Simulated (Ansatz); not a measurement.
Data:

Si4P4Os:
```cif
data_OsP4Si4
_chemical_formula_sum 'Si4 P4 Os1'
_space_group_name_H-M_alt 'P 1'
_space_group_IT_number 1
_cell_length_a 6.13969
_cell_length_b 5.57551
_cell_length_c 4.91597
_cell_angle_alpha 109.039
_cell_angle_beta 111.611
_cell_angle_gamma 85.676
loop_
_space_group_symop_operation_xyz
  'x, y, z'
loop_
_atom_site_label
_atom_site_type_symbol
_atom_site_fract_x
_atom_site_fract_y
_atom_site_fract_z
_atom_site_occupancy
Si1 Si 0.99203 0.00058 0.00434 1
Si2 Si 0.73516 0.37141 0.60953 1
Si3 Si 0.18477 0.62000 0.48755 1
Si4 Si 0.53125 0.80278 0.17798 1
P1 P 0.62122 0.04052 0.68836 1
P2 P 0.06287 0.25162 0.50801 1
P3 P 0.42448 0.43585 0.22264 1
P4 P 0.86743 0.66640 0.08160 1
Os1 Os 0.30308 0.02743 0.84710 1
```

This is the LDA-relaxed structure.

Q: All from DFT-LDA in the program Ansatz with PAW potentials, unless another level is named. Predict the bulk modulus (Birch–Murnaghan fit).

A: 141 GPa.

Q: What about the zero-point energy?

A: 60.4 meV/atom.

Q: And the vibrational entropy at 300 K?

A: 19.3 J/(K·mol of atoms).

The workflow started from a Materials Project entry (that database holds measured and hypothetical structures alike); the Crystallography Open Database copy checked does not list it. With Si and P taken as one species the cell has the higher symmetry P-1, so it may be an ordered model of a mixed-site phase. Its standing as an ambient phase is unchecked. Symmetry was held in the LDA relaxation; phonons on a q-mesh show no instability. The run is not spin-polarised. Scalar-relativistic: spin–orbit coupling is off unless named, which matters more the heavier the elements.

Potentials: the later of the program's two PAW sets.
